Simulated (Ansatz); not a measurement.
GaN (zinc blende, F-43m), PBE in the plane-wave PAW code Ansatz, all energies at zero smearing, with the estimated change up to a 700 eV cutoff added, with one set of potentials and settings (totals compare only within such a set). Cell of 2 atoms (1 N, 1 Ga): -4167.916 eV.

```tsv
element	reference phase	E (eV/atom)
N	Pa-3, 8 atoms in the cell	-384.0325
Ga	Cmce, 4 atoms in the cell	-3783.0209
```

Formation energy per atom, worked out: (-4167.916 − 1×(-384.0325) − 1×(-3783.0209))/2 = -0.431 eV/atom (-42 kJ per mol of atoms), at 0 K, without zero-point energy or fitted corrections.

The PBE relaxation kept the symmetry of its start; phonons on a q-mesh show no instability. The references are the lowest solids computed at this level, not always the standard phases (solids in place of the gases).

Potentials: the later of the program's two PAW sets.
